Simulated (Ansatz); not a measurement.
Values for one crystal, relaxed and computed with PBE in the plane-wave PAW code Ansatz; other levels are named.

| Item | Result |
|---|---|
| Volume per atom | 16.38 Å³ |
| Electronic character | metallic (no gap) |
| Pressure derivative B′ | 3.9 |
| Bulk modulus (Birch–Murnaghan fit) | 127 GPa |
| Density of states at the Fermi level | 0.23 states/eV per atom (mean over ±0.08 eV) |
| Formation energy from the elements (no fitted shifts) | -0.56 eV/atom |

Q: Which of these materials gives this?
A) HfSi2, Cmcm (Si on 4c, Si on 4c, Hf on 4c)
B) NbSi2, fluorite
C) Mg2Si, P-3m1 (Si on 1a, Mg on 2d)
D) HfC, rock salt

A: A, HfSi2, Cmcm (Si on 4c, Si on 4c, Hf on 4c)

The PBE relaxation kept the symmetry of its start. The run is not spin-polarised. The references are the lowest solids computed at this level, not always the standard phases. Spin–orbit coupling is left out wherever it is not named.

Potentials: the later of the program's two PAW sets.
